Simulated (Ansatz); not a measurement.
Data:

HfO2 (fluorite)

```yaml
crystal:
  lattice:
    - [0.00000, 2.52945, 2.52945]
    - [2.52945, 0.00000, 2.52945]
    - [2.52945, 2.52945, 0.00000]
  atoms:
    - { symbol: Hf, position: [0.00000, 0.00000, 0.00000] }
    - { symbol: O, position: [0.25000, 0.25000, 0.25000] }
    - { symbol: O, position: [0.75000, 0.75000, 0.75000] }
```

A phonon eigenvector at Γ is frozen into this cell: atom i moves by Q times the vector below, so Q is the largest atomic displacement, in Å. The cell is held. It is one choice among 3 degenerate patterns.

```tsv
atom	x	y	z
Hf1	0.000	0.000	0.179
O2	0.000	0.000	-1.000
O3	0.000	0.000	-1.000
```

These are r2SCAN (plane waves to 500 eV, PAW, scalar-relativistic; Ansatz, an electronic-structure program) values and carry that method's errors. k mesh 11×11×11 (Γ-centred), Fermi-Dirac smearing 0.05 eV. The energy includes the smearing's −TS. HfO2 is run without spin polarisation. HfO2 was relaxed with its symmetry unable to fall. Spin-orbit coupling is left out, though Hf is heavy. The PAW data are Ansatz's earlier set. This is a high-temperature form of HfO2. ΔE is measured from the undisplaced structure.

The scan covers Q from -0.280 to 0.280 Å in 13 points.

### Question
Is the energy the same for equal positive and negative displacements?

### Answer
Even: the same for both signs.

### Question
Is this a single well or a double well?

### Answer
A single well with its minimum at or next to zero displacement.

### Question
Which space group does the distorted structure have?

### Answer
I4mm (No. 107), lowered from Fm-3m.

### Question
What is the energy change at Q = 0.280 Å?

### Answer
413 meV/cell.

### Question
What harmonic wavenumber does the curvature at Q = 0 give?

### Answer
238 cm⁻¹.

(For displaced atoms, the force is minus the slope of the energy, and its curvature is a force constant, which sets phonon frequencies.)
